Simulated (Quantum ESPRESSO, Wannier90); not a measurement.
# Wannier functions of SiGe (wurtzite)

```
SiGe
1.0
    3.90445     0.00000     0.00000
   -1.95223     3.38135     0.00000
    0.00000     0.00000     6.45078
Si Ge
2 2
Direct
  0.66667   0.33333   0.87461
  0.33333   0.66667   0.37461
  0.66667   0.33333   0.50039
  0.33333   0.66667   0.00039
```

Materials Project entry mp-978534; symmetrised, unrelaxed at this level. Not found in the COD (Crystallography Open Database) copy used; not checked further. Computed values, not measurements, from PBEsol: Quantum ESPRESSO (norm-conserving PseudoDojo potentials, cutoff 63 Ry, spinors with spin-orbit coupling) on a Γ-centred 6×6×4 mesh, then Wannier90. Density: 12×12×6 mesh, Gaussian smearing 0.01 Ry. The gap is small at this level and was sampled on the meshes and a path alone.

Valence charges of the files: Si 4, Ge 14. 72 bands were computed.

Isolated groups of bands, relative to the valence-band maximum (bands from 37 on overlap up to the last one computed):

| bands | from (eV) | to (eV) | filling | weight on atomic waves |
|---|---|---|---|---|
| 1–8 | -25.04 | -25.03 | filled | Ge 3d 100 % |
| 9–20 | -24.47 | -24.44 | filled | Ge 3d 100 % |
| 21–24 | -12.71 | -8.98 | filled | Ge 4s 44 %, Si 3s 25 %, Si 3p 19 % |
| 25–36 | -8.17 | 0.00 | filled | Ge 4p 44 %, Si 3p 38 %, Si 3s 11 % |

Wanted is a model with the orbitals Si s p, Ge s p, without the filled groups that are mainly made of other shells (semicore states, and anion s where it isn't named); all higher bands stay in for disentanglement.

### Question
Give num_wann, exclude_bands and num_bands, and the number of electrons that the model holds.

### Answer
Electrons: 2×4 + 2×14 = 36, which fill 36 bands.
num_wann = 2 × (2×4 + 2×4) = 32.
exclude_bands = 1-20, 20 bands, so num_bands = 72 − 20 = 52.
The model holds 36 − 1×20 = 16 electrons. With the window frozen to 1.80 eV it follows pw.x to 18 meV rms (states up to 1.3 eV relative to the valence-band maximum).
